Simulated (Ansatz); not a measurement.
In HfN (rock salt type) the Hf atom of the primitive cell, with all its periodic images, is moved by 0.06 Å along [111].

```
CELL_PARAMETERS angstrom
0.00000 2.26500 2.26500
2.26500 0.00000 2.26500
2.26500 2.26500 0.00000
ATOMIC_POSITIONS crystal
Hf 0.00765 0.00765 0.00765
N 0.50000 0.50000 0.50000
```

The calculation used Ansatz 0.2.0 development build, HSE06, plane waves, PAW datasets (earlier set, tuned by hand).

Cutoff 870 eV; exchange singularity: regularized; k-mesh 4×4×4 Γ-centred; Fermi–Dirac smearing of 0.1 eV; no spin polarisation; no spin–orbit coupling.

(1) What force results?

Results:

(1) The force on it along the displacement is -0.7017 eV/Å, a force constant of 11.69 eV/Å².

```csv
atom,Fx (eV/Å),Fy (eV/Å),Fz (eV/Å)
Hf1,-0.4051,-0.4051,-0.4051
N2,0.4051,0.4051,0.4051
```

The k-mesh is coarse, so these values belong to this mesh and can lie far from the converged ones.
